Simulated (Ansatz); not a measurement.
## MnAs3H4S6N: field gradients at two levels of theory

Cell: a measured structure from the Crystallography Open Database (COD) whose atoms were relaxed with PBE, the cell held.

```yaml
crystal:
  lattice:
    - [4.59360, 2.65212, 3.61797]
    - [-4.59360, 2.65212, 3.61797]
    - [0.00000, -5.30423, 3.61797]
  atoms:
    - { symbol: Mn, position: [0.78665, 0.78665, 0.78665] }
    - { symbol: H, position: [0.31773, 0.12063, 0.14324] }
    - { symbol: H, position: [0.14324, 0.31773, 0.12063] }
    - { symbol: H, position: [0.12063, 0.14324, 0.31773] }
    - { symbol: H, position: [0.06869, 0.06869, 0.06869] }
    - { symbol: As, position: [0.68649, 0.27408, 0.54071] }
    - { symbol: As, position: [0.54071, 0.68649, 0.27408] }
    - { symbol: As, position: [0.27408, 0.54071, 0.68649] }
    - { symbol: S, position: [0.57529, 0.42735, 0.85596] }
    - { symbol: S, position: [0.85596, 0.57529, 0.42735] }
    - { symbol: S, position: [0.42735, 0.85596, 0.57529] }
    - { symbol: S, position: [0.96037, 0.10313, 0.64884] }
    - { symbol: S, position: [0.64884, 0.96037, 0.10313] }
    - { symbol: S, position: [0.10313, 0.64884, 0.96037] }
    - { symbol: N, position: [0.16390, 0.16390, 0.16390] }
```

Atom numbers follow the list; atoms alike are taken as one site, whose name carries the number of the first.

First run. All values are calculated (Ansatz; DFT, PBE, plane waves and PAW, scalar-relativistic, collinear spin, 420 eV cutoff, Γ-centred 5×5×5 k-points, Fermi–Dirac smearing 0.02 eV), not measured. Start moments as typed (μB): 5 on each Mn, none on the rest.

```
site  atom  V_zz (10²¹ V/m²)     η  m (μB)
  Mn     1              1.07  0.00    4.12
  H2     2              2.70  0.00    0.00
  H5     5              3.03  0.00    0.00
  As     6            -18.78  0.26    0.02
  S9     9            -13.75  0.26    0.03
 S12    12             17.40  0.34    0.03
   N    15             0.085  0.00    0.00
```

Second run. The same atoms and settings, except that the functional is r2SCAN and the cutoff is 500 eV.

(1) Given the first result, estimate the second.

Answers

(1) 

| site | atom | V_zz | η | change of V_zz | m (μB) |
| --- | --- | --- | --- | --- | --- |
| Mn | 1 | 1.17 | 0.00 | +0.10 | 4.27 |
| H2 | 2 | 2.63 | 0.00 | -0.07 | 0.00 |
| H5 | 5 | 2.97 | 0.00 | -0.06 | 0.00 |
| As | 6 | -20.6 | 0.27 | -1.77 | 0.01 |
| S9 | 9 | -14.62 | 0.27 | -0.87 | 0.03 |
| S12 | 12 | 18.24 | 0.29 | +0.84 | 0.02 |
| N | 15 | 0.10 | 0.00 | +0.02 | 0.00 |

The largest change of V_zz is on As, from -18.78 to -20.6. In per cent, |V_zz| changes by +9 on Mn, -3 to -2 on H, +9 on As, +5 to +6 on S (all sites that start above 0.5).

The lattice is static: at room temperature ammonium may turn and average the couplings of its hydrogen. The entry's hydrogen positions were far off; the other atoms hardly move on relaxation. All moments are parallel here, as the start or the cell imposes; many such compounds order antiparallel, where fields and spin densities carried over to other atoms largely cancel. The magnetic order is the one that the run reached from its start moments, not necessarily the measured one.
For the second run: The largest force is 0.4 eV/Å, so the atoms aren't at the calculated equilibrium and relaxing them would move these values. The program didn't check the stability of this electronic state in full, so a lower one may lie near.
